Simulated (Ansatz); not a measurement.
# Structure relaxation, FeGe₂

The relaxed structure here is a generated cell of FeGe2: the first start was made by placing the elements on the sites of a structure type, and the end was not matched to a known phase here, so it may be hypothetical.

The start is a generated cell, FeGe2 placed in the AFLOW prototype A2B_cF24_227_d_a (C15, as in MgCu2). The cell and all atomic positions are relaxed at zero pressure with r2SCAN (plane waves to 500 eV, PAW, scalar-relativistic; Ansatz, a first-principles code). The first steps use a 8×8×8 k-mesh.

Input geometry:
```yaml
crystal:
  lattice:
    - [0.00000, 3.43881, 3.43881]
    - [3.43881, 0.00000, 3.43881]
    - [3.43881, 3.43881, 0.00000]
  atoms:
    - { symbol: Ge, position: [0.12500, 0.12500, 0.12500] }
    - { symbol: Ge, position: [0.62500, 0.12500, 0.12500] }
    - { symbol: Ge, position: [0.12500, 0.62500, 0.12500] }
    - { symbol: Ge, position: [0.12500, 0.12500, 0.62500] }
    - { symbol: Fe, position: [0.75000, 0.75000, 0.75000] }
    - { symbol: Fe, position: [0.50000, 0.50000, 0.50000] }
```
Spin-polarised start, with parallel moments on Fe.

Q: How much energy is released per atom?

A: 0.31 eV/atom.

Q: How does the volume change?

A: +28.6 %, from 13.56 to 17.44 Å³/atom.

Q: Is the relaxed structure metallic? Give its gap.

A: Zero (metallic).

Q: What magnetic moments remain?

A: Net 1.06 μB/atom, ferromagnetic.

Q: Write out the relaxed structure.

A: 
```cif
data_Fe8Ge16
_chemical_formula_sum 'Ge16 Fe8'
_space_group_name_H-M_alt 'Fd-3m :1'
_space_group_IT_number 227
_space_group_name_Hall 'F 4d 2 3 -1d'
_cell_length_a 7.48005
_cell_length_b 7.48005
_cell_length_c 7.48005
_cell_angle_alpha 90.000
_cell_angle_beta 90.000
_cell_angle_gamma 90.000
loop_
_atom_site_label
_atom_site_type_symbol
_atom_site_symmetry_multiplicity
_atom_site_Wyckoff_symbol
_atom_site_fract_x
_atom_site_fract_y
_atom_site_fract_z
_atom_site_occupancy
Ge1 Ge 16 c 0.12500 0.12500 0.12500 1
Fe1 Fe 8 b 0.50000 0.50000 0.50000 1
```
(The calculation used a cell of 6 atoms; values per cell refer to that cell.)

The space group stays Fd-3m (No. 227) (the run could not lower it); the end is cubic Laves (MgCu2 type), with 6 atoms in the primitive magnetic cell. Final values are on a 11×11×11 k-mesh of the relaxed cell. Spin state reached: ferromagnetic (net 1.06 μB/atom), from parallel starting moments; other spin orders were not run from this start. r2SCAN tends to overstate moments in metals. The program's look for a lower electronic state was skipped, cut short or left open in this run.

The run could not lose the symmetry of its start, so the end can be a saddle point.

All atoms sit on sites fixed by symmetry, so only the cell could relax.
